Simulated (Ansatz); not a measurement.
Bi₂Pd:
```yaml
crystal:
  lattice:
    - [-1.66594, 1.66594, 6.35509]
    - [1.66594, -1.66594, 6.35509]
    - [1.66594, 1.66594, -6.35509]
  atoms:
    - { symbol: Bi, position: [0.63649, 0.63649, 0.00000] }
    - { symbol: Bi, position: [0.36351, 0.36351, 0.00000] }
    - { symbol: Pd, position: [0.00000, 0.00000, 0.00000] }
```

Relaxed with LDA. Special points in fractions of this cell's reciprocal vectors: Γ (0.000, 0.000, 0.000); X (0.000, 0.000, 0.500); P (0.250, 0.250, 0.250); N (0.000, 0.500, 0.000); M (0.500, 0.500, -0.500); S (0.267, 0.733, -0.267); S0 (-0.267, 0.267, 0.267); R (-0.034, 0.034, 0.500); G (0.500, 0.500, -0.034).

Task: List the band energies nearest the Fermi level at these points for the program Ansatz at the LDA level (PAW).

Result: In eV from the Fermi level; about four levels below and three above (degenerate sets whole), none deeper than 8.9 eV; points with the same levels are listed once.

```csv
k,below,above
Γ,-3.38 -3.38 -2.92 -2.75,1.86 2.41 2.41
X,-3.38 -3.02 -2.06 -1.01,0.52 0.97 1.07
P,-3.05 -2.06 -0.30 -0.30,0.99 1.02 2.39
N,-3.33 -2.98 -2.30 -1.86,1.08 4.60 4.68
M,-3.34 -3.34 -2.84 -2.75 -1.66,1.43 1.43 4.85 4.85
S,-2.99 -2.95 -2.83 -1.55,1.40 2.99 4.71
R,-3.54 -2.90 -2.07 -1.16,0.54 1.06 1.25
```

Space group I4/mmm (MoSi2 or CaC2 type). The workflow started from a Materials Project entry (that database holds measured and hypothetical structures alike); the Crystallography Open Database files this formula in space group No. 139, but the cells were not matched. Whether it is the stable phase at ambient conditions was not checked. The cell was relaxed with LDA under the symmetry of its start; whether a distortion lowers the energy is not shown. No spin polarisation was allowed. Scalar-relativistic: spin–orbit coupling is off unless named, which matters more the heavier the elements.

Potentials: the later of the program's two PAW sets.
